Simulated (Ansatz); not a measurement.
# CsMgF3: a vibration from a frozen displacement

All numbers below come from DFT LDA, scalar-relativistic, plane waves, PAW in Ansatz. The runs took a 420 eV cutoff, a Γ-centred 6×6×6 mesh and Gaussian smearing (0.05 eV). Spin–orbit coupling is left out, which matters for the heavy elements here. No spin polarisation. Energies are free energies at this smearing, counted from the undisturbed cell; pressure is positive in compression.

The starting cell (as given, not relaxed at this level; it stands at -6.8 GPa, and it needn't be the usual structure):

```
Cs Mg F
1.0
     4.25231    0.00000    0.00000
     0.00000    4.25231    0.00000
     0.00000    0.00000    4.25231
Cs Mg F
1 1 3
Direct
  0.00000 0.00000 0.00000
  0.50000 0.50000 0.50000
  0.00000 0.50000 0.50000
  0.50000 0.00000 0.50000
  0.50000 0.50000 0.00000
```

Every F atom is moved by x along the Cartesian unit vector (0.000, -0.707, -0.707); the cell and all other atoms stay fixed. The cell's volume is 76.89 Å³; the moved atoms weigh 56.995 u together and the others 157.210 u. Some rows repeat others by symmetry and weren't run.

```
  x (Å)  ΔE (meV/cell) total force on the moved atoms along the move (eV/Å) pressure (GPa)
-0.1000          20.67                                                0.4202         -6.5156
-0.0875          15.77                                                0.3647         -6.5845
-0.0750          11.55                                                0.3107         -6.6442
-0.0500           5.11                                                0.2051         -6.7360
-0.0250           1.27                                                0.1018         -6.7910
 0.0000           0.00                                                0.0000         -6.8095
 0.0250           1.27                                               -0.1018         -6.7910
 0.0500           5.11                                               -0.2051         -6.7360
 0.0750          11.55                                               -0.3107         -6.6442
 0.0875          15.77                                               -0.3647         -6.5845
 0.1000          20.67                                               -0.4202         -6.5156
```

What frequency belongs to this motion?

The force constant is k = −dF/dx = 4.073 eV/Å², from the parabola through x = -0.0250, 0 and 0.0250. In every cell the moved atoms swing against the rest, so the mass is μ = m₁m₂/(m₁ + m₂) = 41.830 u, and ν̃ = 521.5 cm⁻¹ × √(|k|/μ) = 163 cm⁻¹, at this cell's pressure of -6.8 GPa. The pattern needn't be a normal mode: ν̃² is then a weighted mean of the squared nonzero frequencies at the zone centre of this cell, taken without macroscopic field, so it lies between the lowest and the highest of them.

How far does the harmonic law reach?

At x = -0.100 Å, kx²/2 = 20.36 meV against the computed 20.67 meV (+1.5 %): the well is still close to harmonic there.

The pressure changes with x². What does that say about the frequency under compression?

With E = k(V)x²/2, k ∝ V^(−2γ) and x scaling with the cell as V^(1/3), P − P0 = −∂E/∂V = (2γ − 2/3) ΔE/V. At x = 0.0500 Å, V(P − P0) = 76.89 × 0.07348 / 160.2 eV = 35.26 meV and ΔE = 5.11 meV, so γ = 1/3 + V(P − P0)/(2ΔE) = 3.79. This is the Grüneisen parameter of the motion under uniform scaling of the cell: shrinking the cell evenly by 1 % in volume raises the frequency by about 3.79 %.

Many cubic perovskites lower their energy by tilts or polar distortions; a scan of this one displacement doesn't rule them out.